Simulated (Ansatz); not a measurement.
## Spin spirals in GdCu (Pm-3m)

```yaml
crystal:
  lattice:
    - [3.50200, 0.00000, 0.00000]
    - [0.00000, 3.50200, 0.00000]
    - [0.00000, 0.00000, 3.50200]
  atoms:
    - { symbol: Gd, position: [0.50000, 0.50000, 0.50000] }
    - { symbol: Cu, position: [0.00000, 0.00000, 0.00000] }
```

The source of the geometry is a structure as deposited in COD; atoms and cell stay fixed.

Common settings: LDA, 12×12×12 k mesh, Fermi–Dirac smearing of 0.05 eV. PAW means Ansatz 0.2.0 on its default frozen-core files; LAPW is all-electron LAPW in Ansatz 0.2.0. Site moments are integrated in spheres about the atoms, whose radii differ between the methods. Start moments of the first PAW run (μB): Gd1 6.9.

Flat spirals without spin–orbit coupling: moments start in the xy plane and turn about z by q·R from cell to cell, and their directions inside a cell are free. q runs from Γ to X = (0.000, 0.500, 0.000) in reciprocal cell vectors. Energies count from each method's run at q = 0. Each q is a vector of the k mesh, and the mesh is shifted by q/2 where needed, so that both spin components are sampled on the same points as at q = 0.

```csv
fraction of Γ–X,q (1/Å),ΔF PAW (meV/cell),ΔF LAPW (meV/cell),"largest moment, PAW (μB)"
0.000,0.000,0.0,0.0,6.94
0.167,0.150,-0.1,-0.1,6.94
0.333,0.299,+0.2,+0.2,6.94
0.500,0.449,+1.1,–,6.94
0.667,0.598,+1.8,–,6.94
0.833,0.748,+2.5,–,6.94
1.000,0.897,+2.6,–,6.94
```

The lowest point lies at 0.167 of the way, 0.1 meV/cell under q = 0, which this mesh may not resolve.

Problem. A further pair of PAW runs: cone of 60 degrees at 0.333 of the way from Γ to X (directions held, energy taken at the target), against the same at q = 0. What is the energy difference?

Solution. +0.1 meV/cell, with a largest moment of 6.94 μB.

The PAW files were made with PBE; the program remakes their cores once for the run's functional and then keeps them frozen. Without U a semilocal functional puts the f levels too near the Fermi level, which can change moments and the order of magnetic states; site and cell moments are spin moments. Spin–orbit coupling is left out although heavy atoms are present. In at least one run the program's final test of stability wasn't made or came to no verdict. With open f shells a run can end in a state that isn't the lowest. These are results for the start and cell typed. The real compound can order otherwise, in a larger cell, or not at all, since semilocal functionals without spin fluctuations often overstate magnetism; near a collapse of the moment, mesh and smearing move it by tens of per cent.
